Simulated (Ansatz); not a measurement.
# Zr: energy along a strain

Zr, P6_3/mmc, a = 3.232 Å, c = 5.147 Å (as given, not relaxed at this level: -3.3 GPa). Ansatz: PBEsol, PAW, 420 eV, Γ-centred 18×18×10 mesh on 2 atoms, Gaussian smearing 0.15 eV; no spin polarisation. Cell vectors (Å): 3.232 0.000 0.000; -1.616 2.799 0.000; 0.000 0.000 5.147. The cell is strained by x per cent times the pattern (1 0 0 0 0 0) in the order xx yy zz yz xz xy (engineering shears), with fractional coordinates held. y is the free energy over the start, V0 = 23.281 Å³/atom.

| x (%) | y (meV/atom) |
| --- | --- |
| -4.00 | -2.33 |
| -3.00 | -5.20 |
| -2.00 | -5.72 |
| -1.00 | -3.95 |
| 0.00 | 0.00 |
| 1.00 | ? |
| 2.00 | 14.02 |
| 3.00 | 23.83 |
| 3.50 | 29.37 |
| 4.00 | 35.32 |

Q: Fit y = c1 x + c2 x² + c3 x³ to the other rows, get the stiffness along the pattern, and predict the missing energy.

A: Least squares on the rows shown. y = 5.0092 x + 1.0322 x² − 0.018920 x³. The clamped-ion stiffness p·C·p = 2 × 10.32 eV × 160.2 / 23.281 Å³ = 142 GPa, which is C11 in these axes (second derivative at the start, which stands under stress). At x = 1.00 the fit asked for gives 6.02 meV/atom. The run gave 6.03 meV/atom, so the fit is 0.01 meV/atom too low, within the rms miss on the fitted rows (0.02 meV/atom).